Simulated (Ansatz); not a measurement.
Nb2Si in space group P6_3/mmc (No. 194; Si on 2c, Nb on 2a, Nb on 2d) under volume change, PBE in the plane-wave PAW code Ansatz, shape and atoms relaxed at each volume.

| V (Å³/atom) | E − E(relaxed) (meV/atom) | P (GPa) |
|---|---|---|
| 14.881 | 88.4 | 20.83 |
| 15.372 | ? | ? |
| 15.862 | 8.8 | 5.91 |
| 16.353 | 0.0 | 0.00 |
| 16.843 | ? | ? |
| 17.334 | 30.3 | -9.40 |
| 17.825 | 64.9 | -13.12 |

Q: Complete the blanks.

A: 
- 15.372, E − E(relaxed) (meV/atom): 37.2
- 15.372, P (GPa): 12.80
- 16.843, E − E(relaxed) (meV/atom): 7.9
- 16.843, P (GPa): -5.06

Q: What does a third-order Birch–Murnaghan fit give for V₀, B₀ and B′?

A: V₀ = 16.35 Å³/atom, B₀ = 182 GPa, B′ = 4.1.

A made-up cell: these elements were put on the sites of a structure type; neither database checked (COD, Materials Project) lists it. Its standing as an ambient phase is unchecked. The PBE relaxation kept the symmetry of its start; whether a distortion lowers the energy is not shown. No spin polarisation was allowed.

Potentials: the later of the program's two PAW sets.
